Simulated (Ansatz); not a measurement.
**Ca3SiO: the gap from level to level**

A database entry relaxed whole under r2SCAN at zero pressure (Pnma, No. 62):

```yaml
crystal:
  lattice:
    - [6.63528, 0.00000, 0.00000]
    - [0.00000, 9.39095, 0.00000]
    - [0.00000, 0.00000, 6.66034]
  atoms:
    - { symbol: Ca, position: [0.49900, 0.25000, 0.96352] }
    - { symbol: Ca, position: [0.50100, 0.75000, 0.03648] }
    - { symbol: Ca, position: [0.00100, 0.75000, 0.46352] }
    - { symbol: Ca, position: [0.99900, 0.25000, 0.53648] }
    - { symbol: Ca, position: [0.75843, 0.01856, 0.24158] }
    - { symbol: Ca, position: [0.24157, 0.51856, 0.75842] }
    - { symbol: Ca, position: [0.74157, 0.98144, 0.74158] }
    - { symbol: Ca, position: [0.25843, 0.48144, 0.25842] }
    - { symbol: Ca, position: [0.24157, 0.98144, 0.75842] }
    - { symbol: Ca, position: [0.75843, 0.48144, 0.24158] }
    - { symbol: Ca, position: [0.25843, 0.01856, 0.25842] }
    - { symbol: Ca, position: [0.74157, 0.51856, 0.74158] }
    - { symbol: Si, position: [0.00354, 0.25000, 0.00096] }
    - { symbol: Si, position: [0.99646, 0.75000, 0.99904] }
    - { symbol: Si, position: [0.49646, 0.75000, 0.50096] }
    - { symbol: Si, position: [0.50354, 0.25000, 0.49904] }
    - { symbol: O, position: [0.00000, 0.00000, 0.50000] }
    - { symbol: O, position: [0.00000, 0.50000, 0.50000] }
    - { symbol: O, position: [0.50000, 0.00000, 0.00000] }
    - { symbol: O, position: [0.50000, 0.50000, 0.00000] }
```

Its volume is 20.75 Å³ an atom, -1.1 % against the entry's 20.98, a cell as deposited in COD (2004).

Single points on this cell with plane-wave PAW DFT (Ansatz 0.2.0; r2SCAN 500 eV, hybrids 420 eV; fermi-dirac occupations of width 0.020 eV; no moments): r2SCAN on a 4×4×4 Γ-centred mesh; HSE06 on a 4×2×4 Γ-centred mesh; PBE0 on a 4×2×4 Γ-centred mesh.

How do gap, pressure and charges move from level to level?

The runs give:

| level | gap (eV), or kind | pressure (GPa) | Bader charge of Ca (e) | Bader charge of Si (e) | Bader charge of O (e) |
| --- | --- | --- | --- | --- | --- |
| r2SCAN | 0.32 | 0.0 | +1.37 | -2.56 | -1.55 |
| HSE06 | 0.60 | 0.3 | +1.38 | -2.58 | -1.58 |
| PBE0 | 1.14 | 0.2 | +1.39 | -2.58 | -1.58 |

Under r2SCAN the gap is 0.32 eV, over mesh and band path. HSE06 moves it by +0.29 eV and PBE0 by +0.83 eV; PBE0 keeps its exact exchange at long range, which widens the gap over HSE06's by 0.54 eV on their common mesh.

Caveats: the relaxation kept the start's symmetry; HSE06 is read on its mesh and at the zone's corners, PBE0 on its mesh alone; hybrid pressures are good to a few tenths of a GPa; pressure is positive in compression.
